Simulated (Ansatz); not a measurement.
Given:

Te:
```
Te
1.0
    4.51744     0.00000     0.00000
   -2.25872     3.91222     0.00000
    0.00000     0.00000     5.92296
Te
3
Cartesian
  1.17781   0.00000   1.97432
 -0.58891   1.02001   3.94864
  1.66981   2.89220   0.00000
```

This is the r²SCAN+D4-relaxed structure.

Question: All from plane-wave PAW r²SCAN+D4 (Ansatz code), unless another level is named. Estimate the smallest direct gap on the standard path.

Answer: 0.43 eV.

Question: Give the band gap.

Answer: 0.41 eV (indirect).

Question: Give the conduction-band minimum.

Answer: at H (2 equivalent valleys).

Question: And the valence-band maximum?

Answer: on the H–K line, 6 % of the way from H.

Space group P3_121 (trigonal Se type). The cell was relaxed with r²SCAN+D4 under the symmetry of its start. Scalar-relativistic: spin–orbit coupling is off unless named, which matters more the heavier the elements.

Potentials: the later of the program's two PAW sets.
